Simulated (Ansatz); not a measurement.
## Vibrational response of SrCuGe

Computed with Ansatz, DFT r2SCAN, scalar-relativistic, plane waves, PAW. Plane waves to 500 eV; Γ-centred k mesh 12×12×10; Fermi-Dirac smearing of 0.15 eV. No spin polarisation. Phonons by linear response, acoustic sum rule imposed.

The cell, relaxed at this level:
```
Sr Cu Ge
1.0
     4.18502    0.00000    0.00000
    -2.09251    3.62433    0.00000
     0.00000    0.00000    4.61245
Sr Cu Ge
1 1 1
Direct
  0.66667 0.33333 0.00000
  0.00000 0.00000 0.50000
  0.33333 0.66667 0.50000
```

In a metal, frequencies and elastic constants depend on the k mesh and the smearing, soft modes and shear constants most.

Problem. Is this structure stable against zone-centre distortions?

Solution. Yes, at Γ: no optical mode is imaginary. Strains and other wave vectors aren't tested by this run.

Problem. List the optical modes at Γ (i marks imaginary ones).

Solution.
```
frequency (meV) degeneracy
           13.5           2
           15.2           1
           17.4           1
           26.4           2
```